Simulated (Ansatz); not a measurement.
SnGe₃:
```
CELL_PARAMETERS angstrom
     -2.18080     2.18080     4.21762
      2.18080    -2.18080     4.21762
      2.18080     2.18080    -4.21762
ATOMIC_POSITIONS crystal
  Sn 0.00000 0.00000 0.00000
  Ge 0.75000 0.25000 0.50000
  Ge 0.25000 0.75000 0.50000
  Ge 0.50000 0.50000 0.00000
```

Relaxed with LDA. Special points in fractions of this cell's reciprocal vectors: Γ (0.000, 0.000, 0.000); X (0.000, 0.000, 0.500); P (0.250, 0.250, 0.250); N (0.000, 0.500, 0.000); M (0.500, 0.500, -0.500); S (0.317, 0.683, -0.317); S0 (-0.317, 0.317, 0.317); R (-0.134, 0.134, 0.500); G (0.500, 0.500, -0.134).

List the band energies nearest the Fermi level at these points for plane-wave PAW LDA (Ansatz code).

In eV from the Fermi level; about four levels below and three above (degenerate sets whole), none deeper than 8.9 eV; points with the same levels are listed once.

```json
[
 {"k": "Γ", "below": "-2.10 -2.10 -2.10 -2.10 -0.59 -0.37", "above": "2.12 2.12 5.93"},
 {"k": "X", "below": "-5.53 -5.42 -0.61 -0.11", "above": "0.05 0.30 5.42"},
 {"k": "P", "below": "-3.75 -3.75 -3.73 -3.27", "above": "3.82 3.82 4.23"},
 {"k": "N", "below": "-2.33 -2.04 -1.74 -1.67", "above": "1.22 1.62 2.35"},
 {"k": "M", "below": "-6.12 -5.25 -4.37 -4.37", "above": "2.08 2.63 2.63"},
 {"k": "S", "below": "-5.19 -3.23 -0.70", "above": "0.02 0.10 0.59"},
 {"k": "R", "below": "-3.95 -3.82 -0.57 -0.06", "above": "0.28 0.58 3.41"}
]
```

Space group I4/mmm. The first step of the workflow began from a Materials Project structure, measured or hypothetical; the Crystallography Open Database copy checked does not list it. Whether it is the stable phase at ambient conditions was not checked. Symmetry was held in the LDA relaxation; phonons show weakly imaginary modes. Its formation energy is positive at this level, so the cell may be metastable or incomplete. Spin–orbit coupling is left out wherever it is not named.

Potentials: the later of the program's two PAW sets.
